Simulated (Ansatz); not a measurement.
Start of a relaxation of Cd3HgS4:

```
Cd Hg S
1.0
     4.09028    0.00000    0.00000
    -2.04514    3.54228    0.00000
     0.00000    0.00000   13.35266
Cd Hg S
3 1 4
Direct
  0.33333 0.66667 0.50000
  0.66667 0.33333 0.25000
  0.66667 0.33333 0.75000
  0.33333 0.66667 0.00000
  0.33333 0.66667 0.19250
  0.33333 0.66667 0.69250
  0.66667 0.33333 0.44250
  0.66667 0.33333 0.94250
```

Computed with DFT PBE, scalar-relativistic, plane waves, PAW (Ansatz). Cutoff 420 eV, Gaussian smearing, Γ-centred meshes. Cell and atoms relax first on a coarse mesh and then on a converged one. In between, the cell is made exact in the group found at 0.06 Å. The steps can't lower the symmetry of their start. No spin polarisation.

A guess keeps its type if space group and coordination stay and the shape of the cell changes little (axis ratios within about 15 %, angles within 6°); the volume may change.

Question: Will the relaxed cell still be of the starting type?

Answer: It keeps its type. The symmetry stays P3m1 (No. 156). The volume per atom grows by 8.5 %, from 24.2 to 26.2 Å³. The shortest distance goes from 2.48 Å (Cd–S and Hg–S) to 2.57 Å (Cd–S). The ratio c/a of the conventional cell changes by a factor of 1.00. Counting neighbours within 15 % of an atom's shortest distance, the start has Cd 4, Hg 4, S 4 and the end Cd 4, Hg 4, S 4.

The last run used a 12×12×4 mesh (in the run's order of axes) for its 8-atom cell and Gaussian smearing of 0.02 eV. These runs have no spin–orbit coupling, which can matter for Hg. A structure relaxed within its symmetry needn't be a true minimum.
